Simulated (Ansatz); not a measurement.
# TaRu: an elastic run with occupations fermi-dirac, width 0.05 eV

The calculation used DFT LDA, scalar-relativistic, plane waves, PAW (Ansatz 0.2.0).

Launched with:
```bash
ansatz run input.yaml --threads 1 --pin off --max-ram 3072MiB --backend cpu --events-out ev --progress --plain --runs-dir out
```

Input (bare energies are in eV):
```yaml
crystal:
  lattice:
    - [3.1205143655, 0.0, 0.0]
    - [0.0, 3.1205143655, 0.0]
    - [0.0, 0.0, 3.1205143655]
  atoms:
    - { symbol: Ta, position: [0.5, 0.5, 0.5] }
    - { symbol: Ru, position: [0.0, 0.0, 0.0] }
basis:
  ecutwfc: 420
kpoints:
  mp_grid: { grid: [14, 14, 14] }
hamiltonian:
  xc: lda
scf:
  occupations: { method: fermi_dirac, width: 0.05 }
output:
  forces: true
  stress: true
  eigenvalues: true
elastic:
  mode: relaxed_ion
  stencil: two_point
```

From the output:
```
--- Elastic constants: 2 strain directions × 2 members + reference (group order 48) ---
  dense FFT box of the reference and of every strained cell: 24×24×24
  strains applied: 11, 23; error gains: componentwise 1.00 (the most a stress slope's error grows in a printed constant), spectral 1.73 (1 for all six strains in a standard setting)
  C = ∂σ_k/∂η_j (tension-positive GPa; Voigt order 11 22 33 23 13 12):
        98.079    374.178    374.178     -0.000     -0.000     -0.000
       374.178     98.079    374.178     -0.000     -0.000     -0.000
       374.178    374.178     98.079     -0.000     -0.000     -0.000
        -0.000     -0.000     -0.000     93.074      0.000      0.000
         0.000      0.000     -0.000      0.000     93.074     -0.000
        -0.000      0.000     -0.000      0.000      0.000     93.074
  reference stress σ⁰ (GPa):      0.591      0.591      0.591      0.000     -0.000      0.000
  C* (energy form; C + prestress term) asymmetry max|C*_kj − C*_jk| = 2.274e-13 GPa — a small one proves nothing (zero by symmetry where the batch's group is 432, −43m or m−3m); a large one is finite-difference/SCF noise where every solve ...
  moduli (Voigt/Reuss/Hill, GPa): K = 282.14/282.14/282.14   G = 0.62/281.77/141.20   E = 363.04   ν = 0.286
  mechanically stable: NO (min eigenvalue of sym C = -276.10 GPa)
  strain η (Voigt 11):  stress-route row diagonal C_11 = 98.08 GPa, energy-path curvature d²(F+E_count+ΔE)/dδ²/Ω₀ = 97.75 GPa
         δ    σ_11 (GPa) F (eV) n_scf n_hpsi n_pw
    -2.000e-3       0.3932      -15441.4053336       9  103895    624   relax 0 steps, max|allowed force component| 1.28e-28 eV/Å
     2.000e-3       0.7855      -15441.4048867       6   79289    624   relax 0 steps, max|allowed force component| 5.32e-30 eV/Å
  strain η (Voigt 23):  stress-route row diagonal C_44 = 93.07 GPa, energy-path curvature d²(F+E_count+ΔE)/dδ²/Ω₀ = 92.78 GPa
         δ    σ_23 (GPa) F (eV) n_scf n_hpsi n_pw
    -2.000e-3      -0.1861      -15441.4051125       7  144731    624   relax 0 steps, max|allowed force component| 1.20e-28 eV/Å
     2.000e-3       0.1861      -15441.4051125       5  119531    624   relax 0 steps, max|allowed force component| 7.49e-30 eV/Å
```

The run took 44 s on 1 thread of Intel(R) Xeon(R) Platinum 8259CL CPU @ 2.50GHz (Skylake/Cascade Lake), on a shared host, peak memory 0.58 GiB.

Beside the reference run (Settings: 420 eV plane-wave cutoff, Γ-centred 14×14×14 mesh, Fermi-Dirac smearing of 0.15 eV. No spin polarisation.), the elastic coefficients (GPa; two-point stencil, strain 0.002 and ions relaxed unless stated):
| setting | C11 | C12 | C44 |
| --- | --- | --- | --- |
| reference run | 209.6 | 320.1 | 89.3 |
| occupations fermi-dirac, width 0.05 eV | 98.1 | 374.2 | 93.1 |

In a metal, frequencies and elastic constants depend on the k mesh and the smearing, soft modes and shear constants most. Spin–orbit coupling is left out, which can shift energies with elements as heavy as these.